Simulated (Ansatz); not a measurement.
MgB$_{2}$:
```
CELL_PARAMETERS angstrom
      3.06495     0.00000     0.00000
     -1.53247     2.65432     0.00000
      0.00000     0.00000     3.52272
ATOMIC_POSITIONS crystal
  Mg 0.00000 0.00000 0.00000
  B  0.33333 0.66667 0.50000
  B  0.66667 0.33333 0.50000
```

Relaxed with r²SCAN. Special points in fractions of this cell's reciprocal vectors: Γ (0.000, 0.000, 0.000); M (0.500, 0.000, 0.000); K (0.333, 0.333, 0.000); A (0.000, 0.000, 0.500); L (0.500, 0.000, 0.500); H (0.333, 0.333, 0.500).

**Question.** List the band energies nearest the Fermi level at these points for r²SCAN in the plane-wave PAW code Ansatz.

**Answer.** In eV from the Fermi level; about four levels below and three above (degenerate sets whole), none deeper than 8.9 eV; … stands for higher levels left out; points with the same levels are listed once.

```json
[
 {"k": "Γ", "below": "-3.22", "above": "0.43 0.43 1.91"},
 {"k": "M", "below": "-8.33 -2.31", "above": "0.15 3.28 4.20"},
 {"k": "K", "below": "-7.83 -7.83 -6.14", "above": "1.87 1.87 …"},
 {"k": "A", "below": "-7.82", "above": "0.82 0.82 7.05 7.05"},
 {"k": "L", "below": "-7.42 -3.76 -2.03 -1.22", "above": "6.16 …"},
 {"k": "H", "below": "-6.93 -6.93 -5.49 -2.09 -2.09", "above": "4.24 …"}
]
```

Space group P6/mmm. Symmetry was held in the r²SCAN relaxation; of distortions, only those at the zone centre were tested.

Potentials: the later of the program's two PAW sets.
